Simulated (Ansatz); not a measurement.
LuP:
```cif
data_LuP
_chemical_formula_sum 'Lu1 P1'
_space_group_name_H-M_alt 'P 1'
_space_group_IT_number 1
_cell_length_a 3.90324
_cell_length_b 3.90324
_cell_length_c 3.90324
_cell_angle_alpha 60.000
_cell_angle_beta 60.000
_cell_angle_gamma 60.000
loop_
_space_group_symop_operation_xyz
  'x, y, z'
loop_
_atom_site_label
_atom_site_type_symbol
_atom_site_fract_x
_atom_site_fract_y
_atom_site_fract_z
_atom_site_occupancy
Lu1 Lu 0.00000 0.00000 0.00000 1
P1 P 0.50000 0.50000 0.50000 1
```

This is the r²SCAN-relaxed structure.

### Question
All from r²SCAN in the plane-wave PAW code Ansatz, unless another level is named. Predict the electronic character.

### Answer
metallic (no gap).

### Question
Next, the formation energy from the elements (no fitted shifts)?

### Answer
-174 kJ/mol of atoms.

### Question
What about the density of states at the Fermi level?

### Answer
0.08 states/eV per atom (mean over ±0.08 eV).

Space group Fm-3m (rock salt). The workflow started from a Materials Project entry (that database holds measured and hypothetical structures alike); the Crystallography Open Database copy checked does not list it. Whether it is the stable phase at ambient conditions was not checked. The cell was relaxed with r²SCAN under the symmetry of its start; its stability against distortions is not shown here. The references are the lowest solids computed at this level, not always the standard phases. Scalar-relativistic: spin–orbit coupling is off unless named, which matters more the heavier the elements.

Potentials: the later of the program's two PAW sets.
